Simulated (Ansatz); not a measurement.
# Property card for Li$_{6}$GeBr$_{2}$

Computed with DFT PBE, scalar-relativistic, plane waves, PAW (Ansatz).

Cutoff 420 eV; k points 10×10×4 on the computed 9-atom cell (Γ-centred); Gaussian smearing, width 0.10 eV; no spin polarisation.

The structure is relaxed at this level of theory with its symmetry kept, and needn't be the ground state of this composition.

```
Li Ge Br
1.0
     4.16683    0.00000    0.00000
     0.00000    4.16683    0.00000
     0.00000    0.00000   11.99096
Li Ge Br
6 1 2
Direct
  0.50000 0.50000 0.50000
  0.00000 0.50000 0.14381
  0.50000 0.00000 0.14381
  0.00000 0.50000 0.85619
  0.50000 0.00000 0.85619
  0.00000 0.00000 0.50000
  0.50000 0.50000 0.00000
  0.00000 0.00000 0.27397
  0.00000 0.00000 0.72603
```

- Space group: P4/mmm (No. 123)
- Volume per atom: 23.13 Å³
- Formation energy from the elements' standard states (uncorrected): -0.577 eV/atom
- Kohn–Sham band gap: none (metal)
- Density of states at the Fermi level: 2.6 states/eV per cell

The cell was found from a structure generator's guess, not taken from experiment.
